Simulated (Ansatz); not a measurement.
The relaxed structure here is a generated cell of SnS2: the first start was made by placing the elements on the sites of a structure type, and the end was not matched to a known phase here, so it may be hypothetical. Known forms of SnS2 include space group No. 164.

One stationary structure of SnS₂. Space group Pa-3 (No. 205). Level of theory: PBEsol (plane waves to 420 eV, PAW, scalar-relativistic; Ansatz, a program for electronic structure).

```cif
data_S8Sn4
_chemical_formula_sum 'Sn4 S8'
_space_group_name_H-M_alt 'P 1'
_space_group_IT_number 1
_cell_length_a 6.30121
_cell_length_b 6.30121
_cell_length_c 6.30121
_cell_angle_alpha 90.000
_cell_angle_beta 90.000
_cell_angle_gamma 90.000
loop_
_space_group_symop_operation_xyz
  'x, y, z'
loop_
_atom_site_label
_atom_site_type_symbol
_atom_site_fract_x
_atom_site_fract_y
_atom_site_fract_z
_atom_site_occupancy
Sn1 Sn 0.00000 0.00000 0.00000 1
Sn2 Sn 0.50000 0.50000 0.00000 1
Sn3 Sn 0.00000 0.50000 0.50000 1
Sn4 Sn 0.50000 0.00000 0.50000 1
S1 S 0.34887 0.34887 0.34887 1
S2 S 0.84887 0.15113 0.65113 1
S3 S 0.65113 0.84887 0.15113 1
S4 S 0.15113 0.65113 0.84887 1
S5 S 0.65113 0.65113 0.65113 1
S6 S 0.15113 0.84887 0.34887 1
S7 S 0.34887 0.15113 0.84887 1
S8 S 0.84887 0.34887 0.15113 1
```

### Question
Give the band gap at the level PBEsol.

### Answer
No gap on the sampled points, where the bands overlap only slightly; such a result is sensitive to mesh and level.

No spin polarisation in the result.

The run could not lose the symmetry of its start: the end is stationary, and may be a saddle point rather than a minimum.
